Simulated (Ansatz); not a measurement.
Computed with Ansatz 0.2.0, DFT PBE, scalar-relativistic, plane waves, PAW. Settings: cutoff 420 eV, Γ-centred meshes spaced at most about 0.3 Å⁻¹, and about 0.25 Å⁻¹ or finer for metals (2π included), Gaussian smearing. No spin polarisation in the final relaxations.

These are static total energies at zero pressure. All come from trial cells, and lower structures may exist.

Question: Order these relaxed structures of In2SnTe3 by energy, lowest first, with the energy over the lowest of them.
A.

```cif
data_structure
_symmetry_space_group_name_H-M 'P6/mmm'
_symmetry_Int_Tables_number 191
_cell_length_a 6.0824
_cell_length_b 6.0824
_cell_length_c 6.3913
_cell_angle_alpha 90.000
_cell_angle_beta 90.000
_cell_angle_gamma 120.000
_cell_volume 204.77
loop_
_atom_site_label
_atom_site_type_symbol
_atom_site_symmetry_multiplicity
_atom_site_Wyckoff_symbol
_atom_site_fract_x
_atom_site_fract_y
_atom_site_fract_z
_atom_site_occupancy
In1 In 2 c 0.33333 0.66667 0.00000 1
Sn1 Sn 1 a 0.00000 0.00000 0.00000 1
Te1 Te 3 g 0.00000 0.50000 0.50000 1
```

B.

```cif
data_structure
_symmetry_space_group_name_H-M 'P-4m2'
_symmetry_Int_Tables_number 115
_cell_length_a 4.3699
_cell_length_b 4.3699
_cell_length_c 10.4639
_cell_angle_alpha 90.000
_cell_angle_beta 90.000
_cell_angle_gamma 90.000
_cell_volume 199.82
loop_
_atom_site_label
_atom_site_type_symbol
_atom_site_symmetry_multiplicity
_atom_site_Wyckoff_symbol
_atom_site_fract_x
_atom_site_fract_y
_atom_site_fract_z
_atom_site_occupancy
In1 In 2 g 0.00000 0.50000 0.62316 1
Sn1 Sn 1 a 0.00000 0.00000 0.00000 1
Te1 Te 2 g 0.00000 0.50000 0.33139 1
Te2 Te 1 b 0.50000 0.50000 0.00000 1
```

C.

```cif
data_structure
_symmetry_space_group_name_H-M 'P4/mmm'
_symmetry_Int_Tables_number 123
_cell_length_a 5.9234
_cell_length_b 5.9234
_cell_length_c 6.0484
_cell_angle_alpha 90.000
_cell_angle_beta 90.000
_cell_angle_gamma 90.000
_cell_volume 212.22
loop_
_atom_site_label
_atom_site_type_symbol
_atom_site_symmetry_multiplicity
_atom_site_Wyckoff_symbol
_atom_site_fract_x
_atom_site_fract_y
_atom_site_fract_z
_atom_site_occupancy
In1 In 1 a 0.00000 0.00000 0.00000 1
In2 In 1 c 0.50000 0.50000 0.00000 1
Sn1 Sn 1 d 0.50000 0.50000 0.50000 1
Te1 Te 2 f 0.00000 0.50000 0.00000 1
Te2 Te 1 b 0.00000 0.00000 0.50000 1
```

D.

```cif
data_structure
_symmetry_space_group_name_H-M 'P4mm'
_symmetry_Int_Tables_number 99
_cell_length_a 4.4531
_cell_length_b 4.4531
_cell_length_c 10.5007
_cell_angle_alpha 90.000
_cell_angle_beta 90.000
_cell_angle_gamma 90.000
_cell_volume 208.23
loop_
_atom_site_label
_atom_site_type_symbol
_atom_site_symmetry_multiplicity
_atom_site_Wyckoff_symbol
_atom_site_fract_x
_atom_site_fract_y
_atom_site_fract_z
_atom_site_occupancy
In1 In 1 b 0.50000 0.50000 0.75382 1
In2 In 1 a 0.00000 0.00000 0.24220 1
Sn1 Sn 1 a 0.00000 0.00000 0.53261 1
Te1 Te 2 c 0.50000 0.00000 0.01364 1
Te2 Te 1 b 0.50000 0.50000 0.44410 1
```

Answer: B (0 meV/atom), D (131 meV/atom), C (250 meV/atom), A (335 meV/atom). Forms: B P-4m2; D P4mm; C P4/mmm; A P6/mmm. Counting Te atoms around In and Sn (those within 1.25 times the shortest such distance or 1.15 times the sum of covalent radii; a plus sign parts nearer from farther groups; the shortest distance is added where it is long for a bond; a slash parts the counts of unlike sites): B has In 5, Sn 4; D has In 5/4+4, Sn 4 from 3.3 Å; C has In 4/6, Sn 12 from 4.2 Å; A has In 6 from 3.6 Å, Sn 12 from 4.4 Å.

No dispersion correction is applied, so the spacing and binding between layers, chains or molecules are poorly described (P-4m2), and this can change margins and order among such cells. Spin–orbit coupling, which can matter for Te, is left out. Cells relaxed within their symmetry can be saddle points. Some structure types and database cells were kept out of the candidates from the start, so a known form may be missing.
